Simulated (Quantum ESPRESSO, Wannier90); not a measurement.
**Wannier functions of LiTaO3 (R3c)**

Structure: Materials Project mp-3666, symmetrised, not relaxed again. COD (Crystallography Open Database) has an entry of this formula and space group (matched by these alone). Level: PBEsol, no spin polarisation, no spin-orbit coupling; pw.x of Quantum ESPRESSO at 68 Ry with PseudoDojo potentials, 6×6×6 k-points, Wannier90. Density: 8×8×8 mesh, cold smearing 0.01 Ry. Spin-orbit coupling is left out although heavy elements are present.

On the energy scale of pw.x, whose zero is arbitrary, the valence-band maximum lies at 7.51 eV.

Input w.win:

```
num_bands = 2
num_wann = 2
exclude_bands = 1-2,5-66
num_iter = 1000
conv_tol = 1.0e-6
conv_window = 4
write_hr = true
write_u_matrices = true
auto_projections = true
begin unit_cell_cart
ang
   -2.5669800472    4.4461398638    0.0000000000
   -5.1339600944    0.0000000000    0.0000000000
   -2.5669800472    1.4820466213    4.6054330000
end unit_cell_cart
begin atoms_frac
Li  -0.2832200000 -0.2832200000 -0.1503400000
Li   0.2167800000  0.2167800000  0.3496600000
Ta   0.0005430000  0.0005430000 -0.0016290000
Ta  -0.4994570000 -0.4994570000  0.4983710000
O    0.1332700000  0.3856900000 -0.2944900000
O    0.3856900000 -0.2244700000 -0.2944900000
O   -0.2244700000  0.1332700000 -0.2944900000
O    0.2755300000 -0.1143100000  0.2055100000
O   -0.3667300000  0.2755300000  0.2055100000
O   -0.1143100000 -0.3667300000  0.2055100000
end atoms_frac
mp_grid = 6 6 6
begin kpoints
0.0000000000 0.0000000000 0.0000000000
0.0000000000 0.0000000000 0.1666666667
0.0000000000 0.0000000000 0.3333333333
... (213 more lines: the 6x6x6 mesh through Gamma)
end kpoints
```

Input of pw2wannier90.x that gives the overlap and projection files (equivalent; here they were cut from one run over all bands):

```
&inputpp
  outdir = './out'
  prefix = 'pwscf'
  seedname = 'w'
  write_amn = .true.
  write_mmn = .true.
  atom_proj = .true.
  atom_proj_exclude = 2 4 5 6 7 8 9 10 11 12 13 14 15 16 17 18 19 20 21 22 23 24 25 26 27 28 29 30 31 32 33 34 35 36 37 38 39 40 41 42 43 44 45 46 47 48
/
```

Output w.wout (banner and timings cut):

```
                                    ------
                                    SYSTEM
                                    ------

                              Lattice Vectors (Ang)
                    a_1    -2.566980   4.446140   0.000000
                    a_2    -5.133960   0.000000   0.000000
                    a_3    -2.566980   1.482047   4.605433

                   Unit Cell Volume:     105.12502  (Ang^3)

                        Reciprocal-Space Vectors (Ang^-1)
                    b_1     0.000000   1.413178  -0.454766
                    b_2    -1.223848  -0.706589  -0.454766
                    b_3     0.000000   0.000000   1.364298

 *----------------------------------------------------------------------------*
 |   Site       Fractional Coordinate          Cartesian Coordinate (Ang)     |
 +----------------------------------------------------------------------------+
 | li   1  -0.28322  -0.28322  -0.15034   |    2.56698  -1.48205  -0.69238    |
 | li   2   0.21678   0.21678   0.34966   |   -2.56698   1.48205   1.61034    |
 | ta   1   0.00054   0.00054  -0.00163   |    0.00000  -0.00000  -0.00750    |
 | ta   2  -0.49946  -0.49946   0.49837   |    2.56698  -1.48205   2.29521    |
 | o    1   0.13327   0.38569  -0.29449   |   -1.56627   0.15609  -1.35625    |
 | o    2   0.38569  -0.22447  -0.29449   |    0.91831   1.27838  -1.35625    |
 | o    3  -0.22447   0.13327  -0.29449   |    0.64796  -1.43447  -1.35625    |
 | o    4   0.27553  -0.11431   0.20551   |   -0.64796   1.52962   0.94646    |
 | o    5  -0.36673   0.27553   0.20551   |   -1.00071  -1.32596   0.94646    |
 | o    6  -0.11431  -0.36673   0.20551   |    1.64867  -0.20366   0.94646    |
 *----------------------------------------------------------------------------*
                                ------------
                                K-POINT GRID
                                ------------

             Grid size =  6 x  6 x  6      Total points =  216

 *---------------------------------- MAIN ------------------------------------*
 |  Number of Wannier Functions               :                 2             |
 |  Number of Objective Wannier Functions     :                 2             |
 |  Number of input Bloch states              :                 2             |
 |  Output verbosity (1=low, 5=high)          :                 1             |
 |  Timing Level (1=low, 5=high)              :                 1             |
 |  Optimisation (0=memory, 3=speed)          :                 3             |
 |  Length Unit                               :               Ang             |
 |  Post-processing setup (write *.nnkp)      :                 F             |
 |  Using Gamma-only branch of algorithms     :                 F             |
 *----------------------------------------------------------------------------*
 *------------------------------- WANNIERISE ---------------------------------*
 |  Total number of iterations                :              1000             |
 |  Number of CG steps before reset           :                 5             |
 |  Trial step length for line search         :             2.000             |
 |  Convergence tolerence                     :         0.100E-05             |
 |  Convergence window                        :                 4             |
 |  Iterations between writing output         :                 1             |
 |  Iterations between backing up to disk     :               100             |
 |  Write r^2_nm to file                      :                 F             |
 |  Write xyz WF centres to file              :                 F             |
 |  Write on-site energies <0n|H|0n> to file  :                 F             |
 |  Use guiding centre to control phases      :                 F             |
 |  Use phases for initial projections        :                 F             |
 *----------------------------------------------------------------------------*
 *-------------------------------- PLOTTING ----------------------------------*
 |  Plotting Hamiltonian in WF basis          :                 T             |
 *----------------------------------------------------------------------------*

       ... (k-mesh section left out)

 Starting a new Wannier90 calculation ...

 Reading overlaps from w.mmn

 Reading projections from w.amn

 *------------------------------- WANNIERISE ---------------------------------*
 +--------------------------------------------------------------------+<-- CONV
 | Iter  Delta Spread     RMS Gradient      Spread (Ang^2)            |<-- CONV
 +--------------------------------------------------------------------+<-- CONV

 ------------------------------------------------------------------------------
 Initial State
  WF centre and spread    1  (  2.566980, -1.482047, -0.692122 )     0.14703585
  WF centre and spread    2  ( -2.566980,  1.482047,  1.610594 )     0.14703585
  Sum of centres and spreads ( -0.000000,  0.000000,  0.918472 )     0.29407170

      0     0.294E+00     0.0000000000        0.2940716958  <-- CONV
        O_D=      0.0000000 O_OD=      0.0000000 O_TOT=      0.2940717 <-- SPRD
 ------------------------------------------------------------------------------
      1    -0.127E-13     0.0000011378        0.2940716958  <-- CONV
        O_D=      0.0000000 O_OD=      0.0000000 O_TOT=      0.2940717 <-- SPRD
      2    -0.246E-11     0.0000011358        0.2940716958  <-- CONV
        O_D=      0.0000000 O_OD=      0.0000000 O_TOT=      0.2940717 <-- SPRD
      3    -0.927E-14     0.0000006734        0.2940716958  <-- CONV
        O_D=      0.0000000 O_OD=      0.0000000 O_TOT=      0.2940717 <-- SPRD
      4    -0.136E-13     0.0000006711        0.2940716958  <-- CONV
        O_D=      0.0000000 O_OD=      0.0000000 O_TOT=      0.2940717 <-- SPRD
             <<<     Delta < 1.000E-06  over  4 iterations     >>>
             <<< Wannierisation convergence criteria satisfied >>>
 Final State
  WF centre and spread    1  (  2.566980, -1.482047, -0.692122 )     0.14703585
  WF centre and spread    2  ( -2.566980,  1.482047,  1.610594 )     0.14703585
  Sum of centres and spreads ( -0.000000,  0.000000,  0.918472 )     0.29407170

         Spreads (Ang^2)       Omega I      =     0.294071694
        ================       Omega D      =     0.000000000
                               Omega OD     =     0.000000002
    Final Spread (Ang^2)       Omega Total  =     0.294071696
```
